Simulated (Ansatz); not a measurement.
# Cd4Se3S: rattling a relaxed structure

The cell was found from a structure generator's guess, not taken from experiment.

These are results of DFT PBE, scalar-relativistic, plane waves, PAW in Ansatz, not measurements. Cutoff 420 eV; k points 12×12×4 on the computed 8-atom cell (Γ-centred); Gaussian smearing, width 0.02 eV; no spin polarisation.

The cell below (8 atoms, space group P3m1 (No. 156)) is relaxed within its symmetry.

```xyz
8
Lattice="4.3349 0.0000 0.0000 -2.1674 3.7541 0.0000 0.0000 0.0000 14.1542" Properties=species:S:1:pos:R:3 pbc="T T T"
Cd    2.1674    1.2514   14.0434
Cd    2.1674    1.2514    7.1109
Cd    0.0000    0.0000    3.5013
Cd    0.0000    0.0000   10.7224
Se    2.1674    1.2514    2.5789
Se    2.1674    1.2514    9.7956
Se    0.0000    0.0000    6.1866
S     0.0000    0.0000   13.2935
```

For the test it was strained at random (σ = 1.5 % a component), the atoms were moved at random (σ = 0.10 Å), and all was relaxed again on a coarse 6×6×1 mesh (in the run’s order of axes) with 0.10 eV smearing, with no symmetry imposed.

Question: Is the structure stable against such a distortion?

Answer: It returns, within 1 meV/atom of the unmoved cell on that mesh and with the same symmetry when read at 0.1 Å (P1 at 0.01 Å, so small strains and shifts remain). So it is stable against the distortions that fit this cell and that this random move excites. Modes that don't fit the cell aren't tested.
